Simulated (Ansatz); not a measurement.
All-electron LAPW in Ansatz 0.2.0 under LDA, scalar-relativistic, energies extrapolated to zero smearing. Slabs are 1×1 cells cut from bulk crystals relaxed on PAW files, with atoms then relaxed, 16 to 20 Å of vacuum, a dipole correction, k spacings of 0.16 to 0.26 Å⁻¹ and smearing of 0.02 to 0.1 eV, without spin–orbit coupling or spin polarisation. The bulk type named needn't be the stable one, and no reconstruction is allowed.

(1) Order these slabs by work function, lowest first.
A. fcc Rh (111), 5 layers
B. fcc Rh (110), 5 layers
C. bcc Rh (211), 1 layer
D. fcc Rh (100), 4 layers

## Answers

(1) B (4.90 eV), D (5.51 eV), A (5.57 eV), C (5.67 eV).
